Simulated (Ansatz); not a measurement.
The start is a generated trial cell of PbS in the rocksalt structure type. The structure is fully relaxed (lattice and positions, P = 0) with PBE (plane waves to 420 eV, PAW, scalar-relativistic; Ansatz, a program for electronic structure). First-step values are on the input's coarse k-mesh.

Ansatz input (later rounds restart from its end on a renewed k-mesh):
Ansatz 0.2 input:
```yaml
crystal:
  lattice:
    - [0, 2.883795, 2.883795]
    - [2.883795, 0, 2.883795]
    - [2.883795, 2.883795, 0]
  atoms:
    - { symbol: S, position: [0, 0, 0] }
    - { symbol: Pb, position: [0.5, 0.5, 0.5] }
basis: { ecutwfc: 420, ecutrho_ratio: 4, xc_grid: 2, fft_grid_basis: typed }
kpoints: { mp_grid: { grid: [7, 7, 7] } }
hamiltonian:
  xc: pbe
  dispersion: none
  pseudopotentials: { kind: paw }
scf: { occupations: { method: fermi_dirac, width: 0.05 } }
relax: { f_tol: 0.01, max_steps: 100, cell: { stress_tol: 0.02 } }
output: { forces: true, stress: true }
```

Q: What pressure does the first self-consistent step give?

A: +8.3 GPa (positive: the cell is compressed).

Q: How does the volume change?

A: +13.1 %, from 23.98 to 27.12 Å³/atom.

Q: What band gap does the relaxed structure have at this level?

A: 0.49 eV, direct (no spin-orbit coupling).

Q: What does it relax into? Give the structure.

A: 
Space group Fm-3m (No. 225); a = b = c = 6.009 Å, α = β = γ = 90.00°

```tsv
atom	site	symmetry	x	y	z
S	4a	m-3m	0.0000	0.0000	0.0000
Pb	4b	m-3m	0.5000	0.5000	0.5000
```
(The calculation used a cell of 2 atoms; values per cell refer to that cell.)

The space group stays Fm-3m (No. 225) (the run could not lower it); the end is rock salt type, with 2 atoms in the primitive cell. Final values are on a 10×10×10 k-mesh of the relaxed cell. No spin polarisation in the result. Without spin-orbit coupling the bands of the heavy element are not split, so the gap can be far off.

The run could not lose the symmetry of its start; a randomly shaken copy of 4 atoms returns to this structure.

All atoms sit on sites fixed by symmetry, so only the cell could relax.
